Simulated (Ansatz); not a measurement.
SiO$_{2}$:
Space group P3₁21 (No. 152); a = b = 4.9478 Å, c = 5.4407 Å, α = β = 90.00°, γ = 120.00°

| atom | site | symmetry | x | y | z |
|---|---|---|---|---|---|
| Si | 3b | .2. | 0.5297 | 0.5297 | 0.5000 |
| O | 6c | 1 | 0.7330 | 0.1455 | 0.0479 |

This is the PBEsol-relaxed structure.

Q: All from the program Ansatz at the PBEsol level (PAW), unless another level is named. Give the largest static χ(2) component.

A: 0.94 pm/V.

Q: Next, the electronic dielectric constant ε∞ (DFPT)?

A: 2.49 (xx = yy), 2.52 (zz).

Q: What about the Born charges (a third of the trace)?

A: Si +3.37, O -1.68 e.

Space group P3_121. Symmetry was held in the PBEsol relaxation.

Potentials: the later of the program's two PAW sets.
